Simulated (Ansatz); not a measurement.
# Calculated with Ansatz: ZrGe2W2, relaxation

The command:

```bash
ansatz run input.yaml --threads 2 --pin off --max-ram 4096MiB --backend cpu --events-out ev --progress --plain --runs-dir out
```

input.yaml:

```yaml
crystal:
  lattice:
    - [0.0, 4.02492934, 0.0]
    - [4.02492934, 0.0, 0.0]
    - [2.01246467, 2.01246467, -5.42845775]
  atoms:
    - { symbol: Ge, position: [0.384, 0.384, 0.232], spin: 0.0 }
    - { symbol: Ge, position: [0.616, 0.616, 0.768], spin: 0.0 }
    - { symbol: W, position: [0.75, 0.25, 0.5], spin: 1.0 }
    - { symbol: W, position: [0.25, 0.75, 0.5], spin: -1.0 }
    - { symbol: Zr, position: [0.0, 0.0, 0.0], spin: 0.0 }
  symmetry: { detect: false, time_reversal: true }
kpoints:
  mp_grid: { grid: [6, 6, 6], shift: [0, 0, 0] }
magnetization:
  spin_polarized: true
scf:
  occupations: { method: cold, width: 0.0199 }
  lower_state_search: "off"
hamiltonian:
  pseudopotentials: { kind: paw }
  xc: r2scan
basis:
  ecutwfc: 500
  fft_grid_basis: typed
relax:
  max_steps: 60
  cell: { p_target: 0.0 }
  f_tol: 0.03
output:
  forces: true
  stress: true
  eigenvalues: true
  bader: true
  populations: true
  elf: true
  write_potential: true
  volumetric_format: npy
  dos:
    e_range: [-12, 8]
    de: 0.05
    projected: { site_lists: { Ge: [Ge], W: [W], Zr: [Zr] } }
  write_density: true
checkpoint:
  read: saved_state
```

Origin of the cell: a known structure type with other elements, at an estimated volume, so it need not be a known compound.

The saved state is a converged single point of the same cell. Its moments changed on the way.

The program first moved the atoms by about 0.01 Å at random, to leave a saddle point that the symmetry would hold.

Steps («new basis» is an SCF on plane waves selected anew at the same cell):

| step | ΔF (meV/atom) | max force component (eV/Å) | P (GPa) | volume (Å³) | SCF iterations | step was |
| --- | --- | --- | --- | --- | --- | --- |
| 1 | 0.0 | 2.380 | 3.27 | 87.94 | 10 | accepted |
| 2 | -69.2 | 0.142 | -1.02 | 87.57 | 33 | accepted |
| 3 | -70.3 | 0.151 | 3.58 | 85.29 | 112 | accepted |
| 4 | -77.2 | 0.189 | 0.19 | 86.85 | 17 | accepted |
| 5 | -84.7 | 0.228 | -1.22 | 87.33 | 17 | accepted |
| 6 | -102.7 | 0.290 | -1.65 | 86.66 | 11 | accepted |
| 7 | -93.3 | 0.811 | 5.45 | 83.31 | 13 | rejected |
| 8 | -106.8 | 0.229 | -1.03 | 85.97 | 16 | accepted |
| 9 | -94.6 | 0.575 | 4.95 | 84.07 | 11 | rejected |
| 10 | -109.3 | 0.128 | -0.35 | 85.63 | 15 | accepted |
| 11 | -109.4 | 0.179 | 0.13 | 85.49 | 12 | accepted |
| 12 | -110.5 | 0.040 | 0.04 | 85.34 | 11 | accepted |
| 13 | -110.5 | 0.052 | 0.19 | 85.31 | 12 | rejected |
| 14 | -110.6 | 0.017 | -0.05 | 85.38 | 11 | accepted |
| 15 | -110.4 | 0.082 | 0.01 | 85.38 | 11 | rejected |
| 16 | -110.6 | 0.012 | 0.04 | 85.33 | 12 | accepted |
| 17 | -110.6 | 0.004 | -0.04 | 85.38 | 9 | accepted |
| 18 | -110.6 | 0.034 | 0.23 | 85.26 | 10 | rejected |
| 19 | -110.6 | 0.003 | 0.00 | 85.37 | 10 | accepted |
| 20 | -110.9 | 0.003 | 0.00 | 85.37 | 9 | new basis |

Step 1, with forces in eV/Å:

```xyz
5
Lattice="0.000 4.025 0.000 4.025 0.000 0.000 2.012 2.012 -5.428" Properties=species:S:1:pos:R:3:forces:R:3 pbc="T T T" step=1
Ge    2.013    2.003   -1.261    0.016    0.232    2.380
Ge    4.027    4.034   -4.165   -0.073   -0.036   -2.264
W     2.008    4.033   -2.711    0.059   -0.226   -0.009
W     4.026    2.019   -2.707   -0.002    0.045   -0.097
Zr    0.006    0.004    0.007    0.000   -0.016   -0.010
```

Step 2, with forces in eV/Å:

```xyz
5
Lattice="0.000 3.951 0.000 3.952 0.000 0.002 1.973 1.975 -5.608" Properties=species:S:1:pos:R:3:forces:R:3 pbc="T T T" step=2
Ge    1.977    1.976   -1.173    0.009   -0.006   -0.134
Ge    3.949    3.958   -4.424   -0.003    0.007    0.142
W     1.972    3.953   -2.797   -0.048   -0.083   -0.039
W     3.953    1.983   -2.800    0.055    0.073    0.032
Zr    0.005    0.001    0.004   -0.012    0.008    0.000
```

Step 3, with forces in eV/Å:

```xyz
5
Lattice="0.001 3.847 -0.009 3.867 0.001 0.005 1.927 1.936 -5.735" Properties=species:S:1:pos:R:3:forces:R:3 pbc="T T T" step=3
Ge    1.940    1.921   -1.179    0.004   -0.023   -0.009
Ge    3.858    3.868   -4.551   -0.021    0.028    0.000
W     1.921    3.840   -2.875   -0.035   -0.151   -0.065
W     3.876    1.949   -2.855    0.043    0.149    0.072
Zr    0.000    0.004    0.004    0.009   -0.003    0.002
```

Step 4, with forces in eV/Å:

```xyz
5
Lattice="0.000 3.856 -0.011 3.938 0.000 0.005 1.963 1.943 -5.722" Properties=species:S:1:pos:R:3:forces:R:3 pbc="T T T" step=4
Ge    1.976    1.924   -1.190    0.005   -0.036    0.104
Ge    3.928    3.883   -4.529   -0.006    0.035   -0.107
W     1.956    3.847   -2.888   -0.070   -0.188    0.014
W     3.948    1.960   -2.832    0.071    0.189   -0.012
Zr    0.001    0.003    0.004    0.000    0.000    0.001
```

Step 5, with forces in eV/Å:

```xyz
5
Lattice="0.001 3.751 -0.027 4.051 0.001 0.011 2.012 1.913 -5.756" Properties=species:S:1:pos:R:3:forces:R:3 pbc="T T T" step=5
Ge    2.036    1.863   -1.198    0.007   -0.027    0.016
Ge    4.030    3.809   -4.566   -0.003    0.026   -0.017
W     2.000    3.727   -2.972   -0.036    0.228    0.169
W     4.067    1.944   -2.792    0.030   -0.227   -0.168
Zr    0.000    0.004    0.004    0.002   -0.001    0.000
```

Step 6, with forces in eV/Å:

```xyz
5
Lattice="0.000 3.560 -0.029 4.247 0.000 0.018 2.099 1.819 -5.738" Properties=species:S:1:pos:R:3:forces:R:3 pbc="T T T" step=6
Ge    2.138    1.762   -1.189    0.045    0.062   -0.108
Ge    4.210    3.624   -4.552   -0.038   -0.066    0.111
W     2.078    3.539   -3.037    0.282    0.008    0.182
W     4.271    1.846   -2.703   -0.290   -0.004   -0.184
Zr    0.001    0.004    0.005    0.002   -0.001   -0.001
```

Step 8, with forces in eV/Å:

```xyz
5
Lattice="0.001 3.480 -0.049 4.328 0.001 0.013 2.147 1.806 -5.727" Properties=species:S:1:pos:R:3:forces:R:3 pbc="T T T" step=8
Ge    2.176    1.726   -1.199   -0.011    0.111   -0.202
Ge    4.302    3.567   -4.556    0.016   -0.113    0.204
W     2.138    3.455   -3.085    0.146   -0.084    0.229
W     4.341    1.837   -2.669   -0.152    0.086   -0.229
Zr    0.001    0.004    0.005    0.001    0.000   -0.001
```

Step 10, with forces in eV/Å:

```xyz
5
Lattice="0.001 3.430 -0.050 4.348 0.001 0.009 2.162 1.784 -5.764" Properties=species:S:1:pos:R:3:forces:R:3 pbc="T T T" step=10
Ge    2.182    1.711   -1.220   -0.017    0.039    0.126
Ge    4.332    3.510   -4.577    0.018   -0.039   -0.126
W     2.159    3.404   -3.111    0.047    0.019    0.128
W     4.355    1.817   -2.685   -0.049   -0.018   -0.128
Zr    0.001    0.003    0.004    0.001    0.000   -0.001
```

Step 11, with forces in eV/Å:

```xyz
5
Lattice="-0.003 3.448 -0.029 4.299 -0.003 0.002 2.145 1.762 -5.780" Properties=species:S:1:pos:R:3:forces:R:3 pbc="T T T" step=11
Ge    2.151    1.726   -1.210    0.000   -0.019    0.178
Ge    4.293    3.487   -4.588   -0.001    0.019   -0.179
W     2.143    3.433   -3.072    0.037    0.043   -0.127
W     4.301    1.780   -2.726   -0.036   -0.043    0.127
Zr    0.001    0.003    0.004    0.000    0.000    0.000
```

Step 12, with forces in eV/Å:

```xyz
5
Lattice="0.001 3.433 -0.037 4.324 0.001 -0.001 2.164 1.767 -5.768" Properties=species:S:1:pos:R:3:forces:R:3 pbc="T T T" step=12
Ge    2.164    1.721   -1.206   -0.006    0.010   -0.040
Ge    4.327    3.486   -4.591    0.006   -0.011    0.040
W     2.166    3.419   -3.087   -0.013   -0.020    0.012
W     4.326    1.788   -2.711    0.013    0.020   -0.012
Zr    0.001    0.003    0.004    0.000    0.000    0.000
```

Step 14, with forces in eV/Å:

```xyz
5
Lattice="0.000 3.428 -0.043 4.333 0.000 0.000 2.167 1.771 -5.771" Properties=species:S:1:pos:R:3:forces:R:3 pbc="T T T" step=14
Ge    2.167    1.720   -1.211    0.001    0.004    0.012
Ge    4.334    3.484   -4.595   -0.001   -0.004   -0.013
W     2.168    3.413   -3.094   -0.001   -0.017   -0.015
W     4.334    1.792   -2.711    0.001    0.017    0.015
Zr    0.001    0.003    0.004    0.000    0.000    0.000
```

Step 20, with forces in eV/Å:

```xyz
5
Lattice="0.000 3.428 -0.047 4.331 0.000 0.000 2.166 1.778 -5.774" Properties=species:S:1:pos:R:3:forces:R:3 pbc="T T T" step=20
Ge    2.167    1.722   -1.213    0.001    0.003    0.000
Ge    4.333    3.489   -4.600   -0.001   -0.003    0.000
W     2.167    3.413   -3.100    0.001   -0.001    0.000
W     4.332    1.799   -2.712   -0.001    0.001    0.000
Zr    0.001    0.003    0.004    0.000    0.000    0.000
```

* Free energy lowered by: 110.9 meV/atom
* Volume change: -2.93 %
* Final pressure: 0.00 GPa
* Relaxation steps listed: 20
* Gap on the mesh: none (metal)

Caveats: a starting moment was lost; no moments, though an odd count or open d shells may carry them; no spin-orbit coupling, though heavy elements are present; the k mesh is coarse if the cell is a metal; the program displaced the start to leave a saddle point; the program can leave such a cell on a higher state.

Time: 34 min on 2 threads of Intel(R) Xeon(R) 6975P-C (Granite Rapids), on a shared host, peak memory 2.5 GiB, from a saved density.
